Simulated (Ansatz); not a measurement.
A geometry of Nb away from equilibrium: step 18 of the relaxation of a generated cell, Nb built in the AFLOW prototype A_hR12_166_2h (as in B). The numbers are results of PBE (plane waves to 420 eV, PAW, scalar-relativistic; Ansatz, an electronic-structure program), not measurements. Γ-centred k-mesh 5×5×5 on the run's cell (coarser than for final values), Fermi–Dirac smearing 0.05 eV.

```xyz
12
Lattice="3.1736 1.8323 7.5145 -3.1736 1.8323 7.5145 0.0000 -3.6645 7.5145" Properties=species:S:1:pos:R:3 pbc="T T T"
Nb    -1.5042     0.8685     5.0272
Nb     0.0000    -1.7369     5.0272
Nb     1.5042     0.8685     5.0272
Nb     1.5042    -0.8685    17.5161
Nb     0.0000     1.7369    17.5161
Nb    -1.5042    -0.8685    17.5161
Nb    -1.3435     0.7757     8.2954
Nb     0.0000    -1.5513     8.2954
Nb     1.3435     0.7757     8.2954
Nb     1.3435    -0.7757    14.2480
Nb     0.0000     1.5513    14.2480
Nb    -1.3435    -0.7757    14.2480
```

**Question.** What forces act on the atoms (eV/Å)?

**Answer.** 
```tsv
atom	Fx	Fy	Fz
Nb1	-0.01	0.00	-0.10
Nb2	0.00	-0.01	-0.10
Nb3	0.01	0.00	-0.10
Nb4	0.01	0.00	0.10
Nb5	0.00	0.01	0.10
Nb6	-0.01	0.00	0.10
Nb7	-0.01	0.01	-0.02
Nb8	0.00	-0.02	-0.02
Nb9	0.01	0.01	-0.02
Nb10	0.01	-0.01	0.02
Nb11	0.00	0.02	0.02
Nb12	-0.01	-0.01	0.02
```

**Question.** What is the pressure?

**Answer.** +2.9 GPa, compression positive.

**Question.** How much energy per atom can still be gained by relaxing?

**Answer.** 0.27 eV/atom; the path ends in R-3m (No. 166).

No spin polarisation in the result.

The run could not lose the symmetry of its start, so the end can be a saddle point.

The end of the path is a generated cell of Nb: the first start was made by placing the elements on the sites of a structure type, and the end was not matched to a known phase here, so it may be hypothetical. Known forms of Nb include space group No. 229.
